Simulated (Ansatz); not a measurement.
AlZnNO:
Space group P3m1 (No. 156); a = b = 3.135 Å, c = 5.151 Å, α = β = 90.00°, γ = 120.00°

```csv
atom,site,symmetry,x,y,z
Al,1b,3m.,0.3333,0.6667,0.5042
Zn,1c,3m.,0.6667,0.3333,0.9877
O,1b,3m.,0.3333,0.6667,0.1522
N,1c,3m.,0.6667,0.3333,0.6059
```

Relaxed with r²SCAN.

Task: Tabulate the valence density and the electron localisation function along the shortest Zn–O contact (2.00 Å), plane-wave PAW r²SCAN (Ansatz code).

Result: 

| distance from Zn (Å) | density (e/Å³) | ELF |
|---|---|---|
| 0.20 | 30.30 | 0.00 |
| 0.30 | 17.87 | 0.00 |
| 0.40 | 8.93 | 0.01 |
| 0.50 | 4.09 | 0.02 |
| 0.60 | 1.92 | 0.05 |
| 0.70 | 1.05 | 0.09 |
| 0.80 | 0.70 | 0.11 |
| 0.90 | 0.56 | 0.14 |
| 1.00 | 0.56 | 0.21 |
| 1.10 | 0.67 | 0.42 |
| 1.20 | 0.90 | 0.67 |
| 1.30 | 1.32 | 0.80 |
| 1.40 | 2.00 | 0.83 |
| 1.50 | 3.06 | 0.81 |
| 1.60 | 4.45 | 0.74 |
| 1.70 | 5.98 | 0.61 |
| 1.80 | 7.35 | 0.43 |

The density is the valence pseudo-density with augmentation charge, so density and ELF within about 1 Å of a nucleus are not all-electron values.

The start of the workflow was typed in or built on a structure type; neither database checked (COD, Materials Project) lists it. Whether it is the stable phase at ambient conditions was not checked. Symmetry was held in the r²SCAN relaxation; its stability against distortions is not shown here.

Potentials: the earlier of the program's two PAW sets.
